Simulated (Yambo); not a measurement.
Yambo run on LiBH₄ (space group P6_3mc, No. 186). The wavefunctions are norm-conserving PBEsol (Quantum ESPRESSO, 76 Ry, scalar-relativistic) ones on a 3×3×2 mesh (10 occupied bands); a = b = 4.2028 Å, c = 7.4201 Å, α = β = 90.00°, γ = 120.00°.

Yambo input:

```
rim_cut
HF_and_locXC
RandQpts= 1000000
RandGvec= 1 Ry
EXXRLvcs= 76 Ry
VXCRLvcs= 304 Ry
% QPkrange
 1 | 1 | 10 | 11 |
 2 | 2 | 10 | 11 |
%
```

k points by index: 1 = Γ, 2 = A.

The o-*.hf file then holds:

```
#    K-point    Band    Eo [eV]    Ehf [eV]    Vxc [eV]    Vnlxc [eV]
#
    1    10    0.000000    -4.164539    -12.58245    -16.74699
    1    11    6.743653    11.01830    -8.044435    -3.769791
    2    10    -0.011783    -4.168784    -12.56932    -16.72632
    2    11    7.318259    11.38879    -7.598334    -3.527799
```
Exchange alone, without screening.

Geometry of the Materials Project entry, not relaxed at this level.

The structure is a Materials Project entry; no match was found in the copy of COD used, and its stability was not checked.
